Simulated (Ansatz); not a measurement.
Ti, DFT, LDA, all-electron LAPW, scalar-relativistic (Ansatz 0.2.0), run on 1 thread of Intel(R) Xeon(R) 6975P-C (Granite Rapids) on a shared host.

The cell comes from COD entry 1534878, which wasn't checked; take it as a given geometry. The listed cell was then made from it by scaling, straining or moving an atom.

Command: `ansatz run input.yaml --threads 1 --pin off --max-ram 3072MiB --backend cpu --events-out ev --progress --plain --runs-dir out`

```yaml
crystal:
  lattice:
    - [-0.0609, 1.99955, 1.99955]
    - [1.99955, -0.0609, 1.99955]
    - [1.99955, 1.99955, -0.0609]
  atoms:
    - { symbol: Ti, position: [0.0, 0.0, 0.0] }
kpoints:
  mp_grid: { grid: [15, 15, 15] }
  band_path:
    path:
      - [0.0, 0.0, 0.0]
      - [0.5, 0.5, 0.5]
      - [0.2579113083, 0.5, 0.7420886917]
      - [-0.2579113083, 0.2579113083, 0.5]
      - [0.0, 0.0, 0.5]
      - [0.0, 0.0, 0.0]
      - [-0.3789556542, 0.0, 0.3789556542]
      - [0.0, 0.3789556542, 0.6210443458]
      - [0.0, 0.5, 0.5]
    npoints: 5
scf:
  occupations: { method: fermi_dirac, width: 0.05 }
hamiltonian:
  xc: lda
  pseudopotentials: { kind: all_electron, lapw: { basis_error: 0.00025 } }
output:
  forces: true
  stress: true
  eigenvalues: true
```

**Question.** How large is the problem that the program sets up?

**Answer.** 344 irreducible k-points, 169 plane waves at Γ, 10 bands.

**Question.** About how long does it take, and how much memory does it use?

**Answer.** 14 s of wall time for 6 SCF iterations, with a peak of 0.48 GiB. Times on shared machines scatter by tens of per cent.
